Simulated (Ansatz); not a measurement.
Space group Pm-3m (No. 221). a = 3.666 Å, b = 3.666 Å, c = 3.666 Å, α = 90.00°, β = 90.00°, γ = 90.00°
```csv
atom,site,symmetry,x,y,z
Y,1b,m-3m,0.5000,0.5000,0.5000
Hg,1a,m-3m,0.0000,0.0000,0.0000
```

Equation of state of this YHg structure (not necessarily the ground state), with shape and atoms relaxed at each volume where symmetry leaves them free. It has no gap at any of these volumes. All numbers below come from DFT PBEsol, scalar-relativistic, plane waves, PAW in Ansatz 0.2.0.

Cutoff 420 eV; k points 12×12×12 on the computed 2-atom cell (Γ-centred); Gaussian smearing, width 0.10 eV; no spin polarisation.

```json
{"V (Å³/atom)": "21.677", "E − E(largest V) (meV/atom)": "54.65", "P (GPa)": "12.45"}
{"V (Å³/atom)": "22.416", "E − E(largest V) (meV/atom)": "6.55", "P (GPa)": "8.55"}
{"V (Å³/atom)": "23.155", "E − E(largest V) (meV/atom)": "-25.04", "P (GPa)": "5.23"}
{"V (Å³/atom)": "23.894", "E − E(largest V) (meV/atom)": "-42.55", "P (GPa)": "2.40"}
{"V (Å³/atom)": "24.633", "E − E(largest V) (meV/atom)": "-47.99", "P (GPa)": "-0.01"}
{"V (Å³/atom)": "25.372", "E − E(largest V) (meV/atom)": "-43.12", "P (GPa)": "-2.06"}
{"V (Å³/atom)": "26.111", "E − E(largest V) (meV/atom)": "-29.49", "P (GPa)": "-3.80"}
{"V (Å³/atom)": "27.097", "E − E(largest V) (meV/atom)": "0.00", "P (GPa)": "-5.71"}
```

Fit a third-order Birch–Murnaghan equation to E(V).

V0 = 24.64 Å³/atom, B0 = 74 GPa, B0' = 4.3.

Spin-orbit coupling is left out, which matters for the bands of heavy elements.